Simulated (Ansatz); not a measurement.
Theory: DFT PBE, scalar-relativistic, plane waves, PAW (Ansatz). All cells share a 420 eV cutoff and Γ-centred k meshes spaced about 0.3 Å⁻¹ or finer (0.25 for metals, 2π included). No spin polarisation in the final relaxations.

These are static total energies at zero pressure. All come from trial cells, and lower structures may exist.

Question: Order these relaxed structures of Nb₂PdSe₄ by energy, lowest first, with the energy over the lowest of them.
A.

```
Nb Pd Se
1.0
     3.55226    0.00000    0.00000
    -1.77613    3.07635    0.00000
     0.00000    0.00000   13.64713
Nb Pd Se
2 1 4
Direct
  0.00000 0.00000 0.24288
  0.00000 0.00000 0.75712
  0.00000 0.00000 0.00000
  0.33333 0.66667 0.12516
  0.33333 0.66667 0.36434
  0.66667 0.33333 0.63566
  0.66667 0.33333 0.87484
```

B.

```
Nb Pd Se
1.0
     6.87511   -1.76382    0.00000
     6.87511    1.76382    0.00000
    -2.82940    0.00000    5.84130
Nb Pd Se
2 1 4
Direct
  0.74797 0.74797 0.68826
  0.25203 0.25203 0.31174
  0.00000 0.00000 0.00000
  0.10543 0.10543 0.46102
  0.89457 0.89457 0.53898
  0.35776 0.35776 0.01919
  0.64224 0.64224 0.98081
```

C.

```
Nb Pd Se
1.0
    13.12990    0.00000    0.00000
     0.00000    3.52375    0.00000
     0.00000    0.00000    6.12577
Nb Pd Se
4 2 8
Direct
  0.25000 0.00000 0.02408
  0.25000 0.50000 0.49111
  0.75000 0.00000 0.97592
  0.75000 0.50000 0.50889
  0.50000 0.00000 0.00000
  0.00000 0.00000 0.00000
  0.11917 0.00000 0.34887
  0.38083 0.00000 0.34887
  0.37083 0.50000 0.83534
  0.12917 0.50000 0.83534
  0.61917 0.00000 0.65113
  0.88083 0.00000 0.65113
  0.62917 0.50000 0.16466
  0.87083 0.50000 0.16466
```

D.

```
Nb Pd Se
1.0
     6.14680    0.00000    0.00000
     0.00000    3.57485    0.00000
    -0.05512    0.00000    6.54727
Nb Pd Se
2 1 4
Cartesian
  -0.0276 1.7874 3.2736
  3.0458 0.0000 3.2736
  3.0734 0.0000 0.0000
  0.9454 0.0000 4.9264
  4.1052 1.7874 4.9182
  1.9865 1.7874 1.6290
  5.1463 0.0000 1.6208
```

Answer: C (0 meV/atom), B (23 meV/atom), A (47 meV/atom), D (82 meV/atom). Forms: C Pmma; B C2/m; A P-3m1; D P2/m. Counting Se atoms around Nb and Pd (those within 1.25 times the shortest such distance or 1.15 times the sum of covalent radii, 1.27 where that leaves under three): C has Nb 6, Pd 6; B has Nb 6, Pd 6; A has Nb 6, Pd 6; D has Nb 6, Pd 6.

No dispersion correction is applied, so the spacing and binding between layers, chains or molecules are poorly described (P-3m1), and this can change margins and order among such cells. With atoms moved at random, Pmma came back. Without a clear test, and held by symmetry: C2/m, P-3m1 and P2/m. Some candidate types were left out of the draw beforehand, so a known form may be missing.
